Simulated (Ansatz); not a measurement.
Values for one crystal, relaxed and computed with plane-wave PAW HSE06 (Ansatz code); other levels are named.

* **Volume per atom**: 26.38 Å³
* **Band gap**: 3.62 eV (direct)
* **Pressure derivative B′**: 4.0
* **Valence-band maximum**: at Γ
* **Conduction-band minimum**: at Γ
* **Gap with spin–orbit coupling**: 3.50 eV (at the special points and the edges found without it)
* **Bulk modulus (Birch–Murnaghan fit)**: 48.8 GPa

Problem. Pick the material that matches.
(A) CdS, wurtzite
(B) MgSe, wurtzite
(C) AlN, wurtzite
(D) BP, wurtzite

Solution. B, MgSe, wurtzite

Space group P6_3mc (wurtzite). The first step of the workflow began from a Materials Project structure, measured or hypothetical; the Crystallography Open Database copy checked does not list it. COD files the formula under space group No. 225. Its standing as an ambient phase is unchecked. The HSE06 relaxation kept the symmetry of its start; whether a distortion lowers the energy is not shown. The hybrid was solved on a coarse mesh, the path and, where they were found, the r²SCAN edge points; its band edges are the extreme levels among these. Spin–orbit coupling is left out wherever it is not named.

Potentials: the earlier of the program's two PAW sets. The files were generated under PBE; for other functionals the program regenerates the frozen cores, and for LDA and PBEsol the local potential too.
